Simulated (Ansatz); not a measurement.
In:
```
In
1.0
    1.63586     0.94446     8.40363
   -1.63586     0.94446     8.40363
    0.00000    -1.88892     8.40363
In
3
Direct
  0.00000   0.00000   0.00000
  0.77778   0.77778   0.77778
  0.22222   0.22222   0.22222
```

Relaxed with r²SCAN+D4.

Q: Which orbitals make up the states near the Fermi level in plane-wave PAW r²SCAN+D4 (Ansatz code)?

A: Within 0.5 eV of the Fermi level: In 5p 68 %, In 5s 30 %. Projections are on Löwdin-orthogonalised atomic valence shells; empty p or d shells of many metals are not among them.

Q: Tabulate the density of states.

A: States/eV per cell of 3 atoms, in 0.25 eV bins, energy from the Fermi level.

```
E (eV)  total  In 5p  In 5s  In 4d
------  -----  -----  -----  -----
-7.85    0.63   0.35   0.28   0.00
-7.60    0.67   0.37   0.29   0.00
-7.35    0.70   0.39   0.30   0.01
-7.10    0.73   0.41   0.32   0.01
-6.85    0.76   0.43   0.33   0.01
-6.60    0.79   0.44   0.34   0.01
-6.35    0.82   0.45   0.36   0.01
-6.10    0.86   0.47   0.38   0.01
-5.85    0.89   0.48   0.40   0.01
-5.60    0.92   0.49   0.42   0.01
-5.35    0.96   0.50   0.45   0.01
-5.10    1.05   0.51   0.52   0.01
-4.85    1.13   0.53   0.58   0.01
-4.60    1.03   0.48   0.53   0.01
-4.35    0.98   0.45   0.51   0.01
-4.10    1.01   0.47   0.53   0.01
-3.85    0.96   0.44   0.51   0.01
-3.60    1.02   0.49   0.51   0.01
-3.35    1.07   0.53   0.53   0.01
-3.10    1.10   0.54   0.54   0.01
-2.85    1.13   0.56   0.56   0.01
-2.60    1.21   0.60   0.59   0.01
-2.35    1.13   0.57   0.54   0.01
-2.10    0.95   0.57   0.36   0.01
-1.85    0.95   0.65   0.29   0.01
-1.60    1.19   0.87   0.30   0.01
-1.35    1.24   0.90   0.32   0.01
-1.10    1.39   0.99   0.37   0.01
-0.85    1.37   0.94   0.41   0.01
-0.60    1.32   0.89   0.39   0.01
-0.35    1.29   0.87   0.39   0.01
-0.10    1.35   0.91   0.41   0.01
0.15     1.45   0.99   0.43   0.01
0.40     1.25   0.86   0.36   0.01
0.65     1.27   0.88   0.35   0.01
0.90     1.35   0.95   0.36   0.01
1.15     1.49   1.06   0.38   0.01
1.40     1.50   1.07   0.37   0.01
1.65     1.52   1.11   0.36   0.01
1.90     1.55   1.14   0.35   0.01
2.15     1.50   1.11   0.33   0.01
2.40     1.45   1.08   0.30   0.01
2.65     1.54   1.15   0.30   0.01
2.90     1.62   1.23   0.30   0.01
3.15     1.53   1.16   0.28   0.01
3.40     1.55   1.19   0.26   0.01
3.65     1.70   1.32   0.26   0.01
3.90     1.62   1.25   0.24   0.01
4.15     1.60   1.24   0.23   0.00
4.40     1.65   1.29   0.22   0.00
4.65     1.86   1.47   0.21   0.00
```

Space group R-3m (9R (Sm type)). The first step of the workflow began from a Materials Project structure, measured or hypothetical; the Crystallography Open Database copy checked does not list it. It is not the phase usual at ambient conditions (space group No. 139). The r²SCAN+D4 relaxation kept the symmetry of its start; whether a distortion lowers the energy is not shown. The pairwise dispersion correction was not fitted to metals. Scalar-relativistic: spin–orbit coupling is off unless named, which matters more the heavier the elements.

Potentials: the later of the program's two PAW sets.
